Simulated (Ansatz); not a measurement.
## CaC₂, first-principles data

CaC$_{2}$:
```
CaC2
1.0
    2.74523     2.73031     0.00000
   -2.74523     2.73031     0.00000
   -2.51285     0.00000     3.18898
Ca C
1 2
Direct
  0.00000   0.00000   0.00000
  0.60552   0.39448   0.19414
  0.39448   0.60552   0.80586
```

Space group C2/m (No. 12); conventional cell a = 5.490 Å, b = 5.461 Å, c = 4.060 Å, α = 90.00°, β = 128.24°, γ = 90.00°.

Method: the program Ansatz at the r²SCAN level (PAW). Geometry: relaxed at this level of theory. Other levels are named where they apply.

### Cell and energy

* **Volume per atom**: 15.93 Å³
* **Density**: 2.23 g/cm³
* **Formation energy from the elements (no fitted shifts)**: -0.14 eV/atom

### Electronic structure

Band gap: 1.73 eV (indirect)
Valence-band maximum: off the standard path, at k = (0.026, -0.026, 0.391) in fractions of the reciprocal vectors
Conduction-band minimum: at M2 (k = 0.500, 0.500, 0.500 in fractions of the reciprocal vectors)
Smallest direct gap on the standard path: 2.79 eV
Electron effective mass: 0.32, 0.35, 1.4 mₑ (principal values)
Hole effective mass: 1.8, 2.3, 4.8 mₑ (principal values)

The first step of the workflow began from a Materials Project structure, measured or hypothetical; the Crystallography Open Database copy checked does not list it. COD files the formula under space group No. 2. Its standing as an ambient phase is unchecked. The r²SCAN relaxation kept the symmetry of its start; whether a distortion lowers the energy is not shown. The references are the lowest solids computed at this level, not always the standard phases.

Potentials: the later of the program's two PAW sets.
